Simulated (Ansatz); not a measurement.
# KTaO$_{3}$: frozen-core PAW against all-electron methods

```xyz
5
Lattice="3.9883 0.0000 0.0000 0.0000 3.9883 0.0000 0.0000 0.0000 3.9883" Properties=species:S:1:pos:R:3 pbc="T T T"
K     1.9942    1.9942    1.9942
Ta    0.0000    0.0000    0.0000
O     1.9942    0.0000    0.0000
O     0.0000    1.9942    0.0000
O     0.0000    0.0000    1.9942
```

Atoms are numbered in the order listed.

Conventional cell: a = 3.988 Å, b = 3.988 Å, c = 3.988 Å, α = 90.00°, β = 90.00°, γ = 90.00°. K (atom 1) has 12 O at 2.82 Å as nearest neighbours. Around Ta (atom 2) lie 6 O at 1.99 Å. O (atom 3) has 2 Ta at 1.99 Å as nearest neighbours.

The cell comes from COD entry 2102087, which wasn't checked; take it as a given geometry.

No spin–orbit coupling, which matters for the heavy atoms here.

All numbers are computed: DFT, LDA, PAW with Ansatz's default frozen-core files, scalar-relativistic (Ansatz 0.2.0); DFT, LDA, all-electron PAW with datasets made for the crystal, scalar-relativistic (Ansatz 0.2.0); DFT, LDA, all-electron LAPW, scalar-relativistic (Ansatz 0.2.0).

For PAW: a Γ-centred 5×5×5 k mesh, Fermi–Dirac smearing of 0.01 eV, cutoff 420 eV, no spin polarisation; the PAW files were made with PBE, and the program remakes their frozen cores for this functional. The crystal-made all-electron datasets (AE datasets) take a cutoff of 540 eV at this cell. LAPW targets a basis error of 0.5 meV/atom. The Ansatz runs share mesh, smearing and spin set-up. Plane-wave (PAW) pressures include the program's estimate of the Pulay term.

Stress and pressure are positive in compression.

Spin–orbit coupling is left out, which moves gradients at and beside heavy atoms by some per cent and at worst by a factor of two.

Levels count from the top of the valence band.

```csv
quantity,PAW,AE datasets,LAPW
pressure (GPa),-5.63,-5.53,-5.53
band gap (eV),2.068,2.075,2.075
highest filled level at Γ (eV),-0.617,-0.606,-0.606
lowest empty level at Γ (eV),2.068,2.075,2.075
highest filled level at X (eV),-0.847,-0.837,-0.837
lowest empty level at X (eV),2.232,2.240,2.240
highest filled level at M (eV),-0.041,-0.041,-0.041
lowest empty level at M (eV),5.003,5.016,5.016
field gradient Vzz at O3 (10²¹ V/m²),1.81,1.68,–
```

PAW's pressure differs from the LAPW value by -0.10 GPa.
